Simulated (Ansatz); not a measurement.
Relaxed AlNi (CsCl type):

```xyz
2
Lattice="2.8631 0.0000 0.0000 0.0000 2.8631 0.0000 0.0000 0.0000 2.8631" Properties=species:S:1:pos:R:3 pbc="T T T"
Al     0.0000     0.0000     0.0000
Ni     1.4316     1.4316     1.4316
```

Computed with r2SCAN (plane waves to 500 eV, PAW, scalar-relativistic; Ansatz, a first-principles code). k mesh 13×13×13 (Γ-centred), Fermi-Dirac smearing 0.05 eV. With partly filled bands, energies and forces of such displacements shift with the k mesh and the smearing. AlNi is run without spin polarisation. AlNi was relaxed with its symmetry unable to fall.

One atom of the cell was then moved (with its periodic images), all else fixed, and the forces (eV/Å) came out as:

| atom | Fx | Fy | Fz |
|---|---|---|---|
| Al1 | -0.578 | -0.578 | 0.000 |
| Ni2 | 0.578 | 0.578 | 0.000 |

With two atoms only their relative shift counts; take Al1 as fixed.

**Question.** Which atom was moved, and by which vector (Å)?

**Answer.** Ni2, by (-0.09, -0.09, 0.00), 0.12 Å in all.

(A displaced cell: forces are minus the slopes of the energy, force constants its curvatures, and phonons follow from these.)
